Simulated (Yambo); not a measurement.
Yambo run on CdSe (wurtzite, space group P6_3mc, No. 186). The wavefunctions are norm-conserving PBE (stringent potentials; Quantum ESPRESSO, 120 Ry, no spin-orbit coupling) ones on a 3×3×2 mesh (44 occupied bands); a = b = 4.3037 Å, c = 7.0188 Å, α = β = 90.00°, γ = 120.00°.

Yambo input:

```
rim_cut
gw0
dyson
el_el_corr
HF_and_locXC
cohsex
em1s
RandQpts= 1000000
RandGvec= 1 Ry
EXXRLvcs= 120 Ry
VXCRLvcs= 480 Ry
Chimod= "HARTREE"
% BndsRnXs
 27 | 399 |
%
NGsBlkXs= 12 Ry
% LongDrXs
 1.0 | 1.0 | 1.0 |
%
ExtendOut
% QPkrange
 1 | 1 | 44 | 45 |
%
```

k points by index: 1 = Γ.

Resulting energies as the program prints them:

```
#    K-point    Band    Eo [eV]    E [eV]    E-Eo [eV]    Vxc [eV]    Vnlxc [eV]    Sc|Eo [eV]    Re(Z)    Im(Z)
#
    1    44    0.000000    -2.631727    -2.631727    -15.98173    -18.64202    0.028564    1.000000    0.000000
    1    45    0.666530    -0.794473    -1.461003    -11.76092    -8.042540    -5.179382    1.000000    0.000000
```
(The two width columns are left out.) Convergence of these settings isn't established.

Geometry relaxed with PBEsol.
